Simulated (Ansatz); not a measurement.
# HoC (CsCl-type structure)

Computed with Ansatz (plane waves, PAW, 420 eV cutoff): PBEsol, scalar-relativistic, collinear spin, Γ-centred 10×10×10 mesh, 0.05 eV Gaussian smearing. The datasets are Ansatz's generated set soft_2.

```
Ho C
1.0
     3.00230    0.00000    0.00000
     0.00000    3.00230    0.00000
     0.00000    0.00000    3.00230
Ho C
1 1
Cartesian
  0.0000 0.0000 0.0000
  1.5012 1.5012 1.5012
```

The cell came from substitution into a structure type; whether the compound takes it is for experiment to say.

Magnetic state: ferromagnetic, site spin moments Ho 3.60; C -0.12 μB.

The cell is relaxed to zero pressure at this level.

Path: Γ–X–M–Γ–R–X | R–M, with Γ = (0.000, 0.000, 0.000), X = (0.000, 0.500, 0.000), M = (0.500, 0.500, 0.000), R = (0.500, 0.500, 0.500) in reciprocal vectors of the calculation's cell.

Bands as a text map, energy in eV from the Fermi level (dashes), each leg drawn with the same width, + spin up, o spin down, # both:
```
  3.71 |   o                    +       o            
  3.43 |   +               o            +            
  3.14 |                   +                     o   
  2.86 |                       o                     
  2.57 |  o              o     +         o       +   
  2.29 |  +       oo  # o+  o o                    o#
  2.00 |oo       o++o# o+ o +o+          +        o+ 
  1.71 |+#o         #  #  +oo+            o          
  1.43 | +oo  ooo+  +o +o  o+ o           +o      #  
  1.14 |  +ooo ++  o +o +oo++           o  +      +oo
  0.86 |   #o##oooo#oo#oo#+   +ooooooooo#oooooooooo##
  0.57 |oooo#oooooooo   oooooooo o     oo#oo         
  0.29 |   ##ooo o+            oooo   o   oo   oo    
  0.00 |oo#o-+ooo#oooooooooooooooooooooooo#oooooo#ooo
 -0.29 |++oooo###   oooooooo+++#oo    o#ooo#    ooooo
 -0.57 |ooooo   o#ooo  oooo#ooo+ +       o#          
 -0.86 |  +      o++ oo  ++#   o+       o o       ooo
 -1.14 |  o         +++++ o    o+ +      +      +  ++
 -1.43 |          oo +  oo o    oo    +o         o+  
 -1.71 |   +        ooo#  +     o        o     +  +oo
 -2.00 |   o  +++   +#++++       +o+ +  + ++  + #+o++
 -2.29 |+++++++++++++++#++#+++++++++++++++++++++++#++
 -2.57 |++++++++++++#++++++++++++#    o+#+++    +o+++
 -2.86 |    o ++++++++++#o       ++++++++++++++++++++
 -3.14 |+++++++++++#+++++++++++++++   +##+++   oo +++
 -3.43 |    +      +++++++       +oo   #++     ++++++
 -3.71 |          o               ++ o#+      oo+    
 -4.00 |     #    +                  +#  #    ++     
        Γ      X      M      Γ      R      XR       M
```

(1) By these bands, is it a metal or an insulator, and if it has a gap, where are the band edges on this path?

Answer:

(1) A metal: bands cross the Fermi level.

Without a U the open 4f shell is pinned at the Fermi level, an artefact: in the real crystal it splits into occupied and empty levels away from it, and its large orbital moment is missing here. For elements this heavy, spin–orbit coupling would shift levels and gaps; it isn't included here. The run wasn't fully tested for a lower electronic state. Site moments are of spin, integrated over atomic spheres. No antiparallel order was tried.

A lower state of the open shells can't be excluded, and forces and pressures are less sure for it.
